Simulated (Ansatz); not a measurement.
WP2 (space group Cmc2_1)

```yaml
crystal:
  lattice:
    - [1.57438, -5.56815, 0.00000]
    - [1.57438, 5.56815, 0.00000]
    - [0.00000, 0.00000, 4.95319]
  atoms:
    - { symbol: P, position: [0.07010, 0.92990, 0.38279] }
    - { symbol: P, position: [0.92990, 0.07010, 0.88279] }
    - { symbol: P, position: [0.79695, 0.20305, 0.20057] }
    - { symbol: P, position: [0.20305, 0.79695, 0.70057] }
    - { symbol: W, position: [0.40678, 0.59322, 0.49964] }
    - { symbol: W, position: [0.59322, 0.40678, 0.99964] }
```

The volume is varied about the relaxed value V₀ at fixed cell shape. The atoms relax within the cell's symmetry.

Computed with PBEsol (plane waves to 420 eV, PAW, scalar-relativistic; Ansatz, a quantum-chemistry and plane-wave program). k mesh 15×15×10 (Γ-centred), Fermi-Dirac smearing 0.05 eV. E stands for the smeared free energy. Spin-orbit coupling is left out, though W is heavy. WP2 is run without spin polarisation. WP2 was relaxed with its symmetry unable to fall. ΔE is measured from the relaxed starting cell.

Problem. Give the computed ΔE (kJ/mol of atoms) at V/V₀ = 0.900, 0.925, 0.950, 1.025, 1.050.

Solution. 
| V/V₀ | ΔE (kJ/mol of atoms) |
|---|---|
| 0.900 | 10.7 |
| 0.925 | 5.8 |
| 0.950 | 2.4 |
| 1.025 | 0.5 |
| 1.050 | 2.0 |

(A scan under strain: stresses follow from slopes of the energy per volume, elastic moduli from its curvatures.)
